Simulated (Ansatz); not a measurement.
Zr$_{2}$InN:
```
CELL_PARAMETERS angstrom
      3.29181     0.00000     0.00000
     -1.64591     2.85079     0.00000
      0.00000     0.00000    14.89579
ATOMIC_POSITIONS crystal
  Zr 0.66667 0.33333 0.91604
  Zr 0.33333 0.66667 0.08396
  Zr 0.33333 0.66667 0.41604
  Zr 0.66667 0.33333 0.58396
  In 0.66667 0.33333 0.25000
  In 0.33333 0.66667 0.75000
  N  0.00000 0.00000 0.00000
  N  0.00000 0.00000 0.50000
```

Relaxed with r²SCAN. Special points in fractions of this cell's reciprocal vectors: Γ (0.000, 0.000, 0.000); M (0.500, 0.000, 0.000); K (0.333, 0.333, 0.000); A (0.000, 0.000, 0.500); L (0.500, 0.000, 0.500); H (0.333, 0.333, 0.500).

**Question.** List the band energies nearest the Fermi level at these points for DFT-r²SCAN in the program Ansatz with PAW potentials.

**Answer.** In eV from the Fermi level; about four levels below and three above (degenerate sets whole), none deeper than 8.9 eV; points with the same levels are listed once.

```
k                          below                above
-  -----------------------------  -------------------
Γ        -3.59 -2.46 -0.72 -0.01  0.49 0.49 0.51 0.51
M        -2.45 -2.33 -1.53 -1.39       1.41 1.59 1.83
K  -1.61 -1.61 -1.47 -1.47 -0.64       0.55 0.71 0.71
A        -3.08 -3.08 -0.28 -0.28  0.50 0.50 0.50 0.50
L        -2.37 -2.37 -1.46 -1.46  1.44 1.44 2.19 2.19
H        -1.28 -1.28 -0.10 -0.10  0.53 0.53 1.73 1.73
```

Space group P6_3/mmc. The first step of the workflow began from a Materials Project structure, measured or hypothetical; the Crystallography Open Database copy checked does not list it. Whether it is the stable phase at ambient conditions was not checked. Symmetry was held in the r²SCAN relaxation; whether a distortion lowers the energy is not shown. The run is not spin-polarised. Scalar-relativistic: spin–orbit coupling is off unless named, which matters more the heavier the elements.

Potentials: the later of the program's two PAW sets.
